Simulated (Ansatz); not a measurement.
An Ansatz input:

```yaml
crystal:
  lattice:
    - [-1.4903441566, 1.4903441566, 1.4903441566]
    - [1.4903441566, -1.4903441566, 1.4903441566]
    - [1.4903441566, 1.4903441566, -1.4903441566]
  atoms:
    - { symbol: Pd, position: [0.0, 0.0, 0.0], spin: 0.5 }
hamiltonian:
  xc: mr2scan
  pseudopotentials:
    kind: paw
    azcp:
      Pd: "pseudopotentials/Pd.paw.azcp"
basis:
  ecutwfc: 500
  fft_grid_basis: typed
kpoints:
  mp_grid: { grid: [16, 16, 16], shift: [0, 0, 0] }
magnetization:
  spin_polarized: true
scf:
  occupations: { method: fermi_dirac, width: 0.05 }
  lower_state_search: "off"
output:
  stress: true
```

and its output:

```
Engine: ansatz 0.2.0, aarch64-unknown-linux-gnu
Pseudopotentials: kind: paw
Pseudopotential: Pd, paw, valence charge 18, recommended cutoff 500 eV (meta_gga) 
Functional definition: m-r2SCAN
  exchange = m_r2scan_x
  correlation = m_r2scan_c
Crystal: 1 atoms, lattice volume = 13.241 Å³
Basis set: ecut = 500 eV, 321 PW (Γ), exchange–correlation on 80×80×80 points (64 copies of the dense FFT grid, shifted against one another)
Bands: 14, of which v1, the nominal top of the filled ones, is band 9 counted from 1 (8 counted from 0)
Symmetry: 48 space group operations
Space group: Im-3m (ITA 229), of the structure as read, at distance tolerance 2.4e-5 Å
Magnetic group: BNS 229.140 (UNI 1642), of the structure as read, at distance tolerance 2.4e-5 Å
k-points: 145 of 4096
Non-local potential: Pd, projectors of the file, l = 0: 2, l = 1: 2, l = 2: 2, l = 3: 1
PAW form: soft (Blöchl's): semilocal exchange-correlation on the pseudo side does not see the compensation charge
PAW frozen core: Pd, regenerated for the run's functional (the file was generated under x = pbe(κ = 0.804, μ = 0.2195149727645171), c = pbe(β = 0.06672455060314922))
PAW one-centre angular grid: Pd, 590 points (default); XC on 160 Gauss nodes
Initial density: superposition of atomic densities (chi_scale 0.1, normalization cell)
Starting moments: Σ|m| = 0.5 μB on 1 of 1 site
Initial wavefunctions: pseudopotential atomic-orbital guess
Functional: x = mr2scan, c = mr2scan; τ floored in thin density (d = 2e-4 eV/Å³)
SCF iter   1: F=-6984.681814 eV  HF=-6985.989332 eV  |F-HF|=1.31e0  |Δ(HF+E_count)|=         —  Δρ=8.20e-2 (↑8.20e-2 ↓5.01e-2)  dr2=2.00e0  dr2_τ=8.38e-3  dr2_m=5.98e-2  M=0.222 μB ∫|m|=0.222 μB  β_m=0.30  ethr=3.10e-3  ⟨swp⟩=5.9  Hψ=23767  notcnv=0
SCF iter   2: F=-6985.503336 eV  HF=-6985.489369 eV  |F-HF|=1.40e-2  |Δ(HF+E_count)|=   5.00e-1  Δρ=3.20e-2 (↑3.20e-2 ↓2.29e-2)  dr2=1.52e-1  dr2_τ=1.07e-2  dr2_m=3.98e-2  M=0.181 μB ∫|m|=0.183 μB  β_m=0.30  ethr=3.10e-3  ⟨swp⟩=2.6  Hψ=10524  notcnv=0  defer=179  κ⁻¹=1.0e0(r=1)
SCF iter   3: F=-6985.534938 eV  HF=-6985.516231 eV  |F-HF|=1.87e-2  |Δ(HF+E_count)|=   2.69e-2  Δρ=1.94e-2 (↑1.79e-2 ↓1.94e-2)  dr2=2.41e-2  dr2_τ=1.60e-3  dr2_m=2.69e-2  M=0.150 μB ∫|m|=0.153 μB  β_m=0.30  ethr=8.46e-4  ⟨swp⟩=2.7  Hψ=7736  notcnv=0  defer=179  κ⁻¹=3.3e-3(r=2)
SCF iter   4: F=-6985.537104 eV  HF=-6985.532501 eV  |F-HF|=4.60e-3  |Δ(HF+E_count)|=   1.63e-2  Δρ=1.38e-2 (↑1.03e-2 ↓1.38e-2)  dr2=1.65e-3  dr2_τ=2.99e-4  dr2_m=1.74e-2  M=0.129 μB ∫|m|=0.132 μB  β_m=0.30  ethr=1.34e-4  ⟨swp⟩=2.9  Hψ=8510  notcnv=0  defer=179  κ⁻¹=5.3e-6(r=3)
SCF iter   5: F=-6985.538869 eV  HF=-6985.535310 eV  |F-HF|=3.56e-3  |Δ(HF+E_count)|=   2.81e-3  Δρ=1.04e-2 (↑1.04e-2 ↓9.01e-3)  dr2=3.35e-4  dr2_τ=1.87e-4  dr2_m=1.14e-2  M=0.112 μB ∫|m|=0.115 μB  β_m=0.30  ethr=9.15e-6  ⟨swp⟩=2.5  Hψ=7868  notcnv=0  defer=179  κ⁻¹=2.9e-6(r=4)
SCF iter   6: F=-6985.539798 eV  HF=-6985.537277 eV  |F-HF|=2.52e-3  |Δ(HF+E_count)|=   1.97e-3  Δρ=8.26e-3 (↑8.26e-3 ↓7.79e-3)  dr2=3.99e-5  dr2_τ=1.23e-4  dr2_m=7.82e-3  M=0.096 μB ∫|m|=0.100 μB  β_m=0.30  ethr=1.86e-6  ⟨swp⟩=2.1  Hψ=6514  notcnv=0  defer=179  κ⁻¹=1.2e-7(r=5)
SCF iter   7: F=-6985.540373 eV  HF=-6985.538629 eV  |F-HF|=1.74e-3  |Δ(HF+E_count)|=   1.35e-3  Δρ=6.75e-3 (↑6.75e-3 ↓6.64e-3)  dr2=2.04e-6  dr2_τ=8.44e-5  dr2_m=5.44e-3  M=0.083 μB ∫|m|=0.086 μB  β_m=0.59  ethr=2.21e-7  ⟨swp⟩=1.5  Hψ=4751  notcnv=0  defer=179
Mixer restart at iter 7: flushing history
...
SCF iter  15: F=-6985.541947 eV  HF=-6985.541946 eV  |F-HF|=1.92e-7  |Δ(HF+E_count)|=   8.10e-7  Δρ=2.14e-6 (↑2.14e-6 ↓1.93e-6)  dr2=1.78e-11  dr2_τ=2.28e-11  dr2_m=4.78e-10  M=0.000 μB ∫|m|=0.000 μB  β_m=1.20  ethr=1.21e-12  ⟨swp⟩=3.0  Hψ=10475  notcnv=0  κ⁻¹=1.2e-8(r=8)
iter 16 did not close the SCF: its close was put off for a magnetic moment that had not settled (scf_convergence_deferred on its scf_iter line)
SCF iter  16: F=-6985.541947 eV  HF=-6985.541947 eV  |F-HF|=8.26e-9  |Δ(HF+E_count)|=   1.90e-7  Δρ=4.07e-7 (↑4.07e-7 ↓3.95e-7)  dr2=7.54e-13  dr2_τ=8.35e-13  dr2_m=1.90e-11  M=0.000 μB ∫|m|=0.000 μB  β_m=1.20  ethr=1.00e-12  ⟨swp⟩=1.0  Hψ=12829  notcnv=0  κ⁻¹=2.9e-9(r=8)
SCF iter  17: F=-6985.541947 eV  HF=-6985.541947 eV  |F-HF|=5.64e-11  |Δ(HF+E_count)|=   8.50e-9  Δρ=5.63e-8 (↑5.63e-8 ↓5.52e-8)  dr2=7.00e-14  dr2_τ=1.99e-14  dr2_m=3.28e-13  M=-0.000 μB ∫|m|=0.000 μB  ethr=1.00e-12  ⟨swp⟩=1.0  Hψ=11770  notcnv=0
WARN: the starting moments were not kept: the SCF closed with an absolute magnetisation of 3.2e-6 μB, where they sum to 0.5 μB in size (1 site). That is at most 0.1 of that sum. Measured as dr2_m measures the in/out step, that magnetisation stands 8.0e-12 eV from none, at or under the dr2_threshold of 1.0e-7 eV: it is no larger than a step whose dr2_m would equal this threshold. The system may hold no moment; this SCF shows only that its start led to no more than that. To try another start: raise the starting moments (crystal.atoms[].spin, magnetization.per_species, magnetization.initial_magnetization, or on a non-collinear deck that types none of these the spinor_matrix: blocks that start its atoms; where the total moment is fixed, keep their sum and leave initial_magnetization as it is; typed ones take the place of any that the run laid by itself, positive ones on a crystal's lanthanoids without a Hubbard term where scf.initial_density.shell_occupations: [] is typed) or, if the notice of its spin-set hold's release reads "site moments contracting" or "site moments show no strong build", lengthen the hold (scf.mixing.spin_hold: { on: { confirm: 4 } }; for m-r²SCAN on two components see the key's manual first). Each may lead to a state that holds a moment. A second SCF, from the converged charge density, with the starting moments and any scf.initial_density.shell_occupations laid on it anew, would have followed, and was not run: the deck does not ask for one (magnetization.retry_lost_moments is false, the default). To let it run, set magnetization.retry_lost_moments: true and run the deck again, where that key's refused combinations let it; where memory then withholds it, that run's warning says so.
SCF 1 converged in 17 iterations: F = -6985.541947 eV  dr2 = 7.00e-14
this state was not tested for a lower state beside it, because the mixer in use, unlike msr1, does not test its closes by its own steps (another_mixer; see scf.mixing.algorithm and scf.lower_state_search)
SCF converged after 17 iterations
Magnetization: -0.0000 μB (9.0000 up, 9.0000 down)
Absolute magnetization: 0.0000 μB (∫|ρ↑−ρ↓|, with the PAW one-centre terms)
Spin contamination: 0.0000 ħ² per cell (⟨S²⟩ above its minimum at these occupations)
Per-site moments (μB) at R_I (Å): [(-2.918234884987603e-6, 1.0648076174977672)]
Free energy (F): -6985.541947 eV
Harris-Foulkes:  -6985.541947 eV  (|F-HF|=5.64e-11)
Internal energy: -6985.532832 eV  (E = F + TS)
E sigma→0 (E₀):  -6985.537389 eV
Entropy (-TS):   -0.009115 eV (-9.115 meV/atom)
Fermi energy:    22.671866 eV
--- Per-component energies (eV) ---
  E_band       = -106.652943
  E_kinetic    = 519.213395
  E_local      = -1601.605876  (includes V_loc(G=0)·N_el)
  E_nonlocal   = 217.869098
  E_hartree    = 661.886761
  E_xc         = -161.720068
  E_vxc        = -234.561294  (∫ρ·V_xc dr)
  E_paw        = -3772.591818  (= ΣΔE_a)
  E_vpaw       = -348.513826  (= ΣTr[D̂ρ^β])
  E_aug_tail   = 0.000102  (compensation charges beyond the density's cutoff)
  E_vtau       = 17.171939  (kinetic-family band-sum trace: ∫τ·v_τ [+ j·A + Jᵃ·Aᵃ] dr)
  E_ewald      = -2848.132340
  E_core_change = -0.452087  (= ΣΔE_core)
  E_smearing   = -0.009115  (= −TS)
  E_closure    = 0.000000  (closes the sum)
  Σ components = -6985.541947   (vs F -6985.541947, Δ=0.00e0)
--- Stress (GPa, compression-positive) ---
       32.612474       0.000000       0.000000
        0.000000      32.612474       0.000000
        0.000000       0.000000      32.612474
  P = ⅓ Tr σ = 32.6125 GPa (326.125 kbar)
```

Launched by

```sh
ansatz run input.yaml --threads 2 --pin off --max-ram 5120MiB --backend cpu --events-out ev --progress --plain --runs-dir out
```

On 2 threads of Arm Neoverse V1 (shared host) this took about 8 s of wall time and 15 s of CPU time.
